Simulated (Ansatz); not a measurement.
Ag₃Pt:
```
Ag3Pt
1.0
    4.00879     0.00000     0.00000
    0.00000     4.00879     0.00000
    0.00000     0.00000     4.00879
Ag Pt
3 1
Direct
  0.00000   0.50000   0.50000
  0.50000   0.00000   0.50000
  0.50000   0.50000   0.00000
  0.00000   0.00000   0.00000
```

Relaxed with PBEsol. Special points in fractions of this cell's reciprocal vectors: Γ (0.000, 0.000, 0.000); X (0.000, 0.500, 0.000); M (0.500, 0.500, 0.000); R (0.500, 0.500, 0.500).

### Question
List the band energies nearest the Fermi level at these points for PBEsol in the plane-wave PAW code Ansatz.

### Answer
In eV from the Fermi level; about four levels below and three above (degenerate sets whole), none deeper than 8.9 eV; … stands for higher levels left out; points with the same levels are listed once.

```
k                          below                above
-  -----------------------------  -------------------
Γ  -0.91 -0.91 -0.28 -0.28 -0.28       2.04 2.04 2.04
X  -2.00 -2.00 -1.44 -1.38 -0.32  6.85 6.85 7.35 7.35
M  -3.35 -3.35 -1.74 -1.74 -1.52       0.03 0.03 0.63
R           -0.27 0.00 0.00 0.00               3.57 …
```

Space group Pm-3m (Cu3Au type). The workflow started from an entry of the Crystallography Open Database (COD). Its standing as an ambient phase is unchecked. The PBEsol relaxation kept the symmetry of its start; its stability against distortions is not shown here. The run is not spin-polarised. Spin–orbit coupling is left out wherever it is not named.

Potentials: the later of the program's two PAW sets.
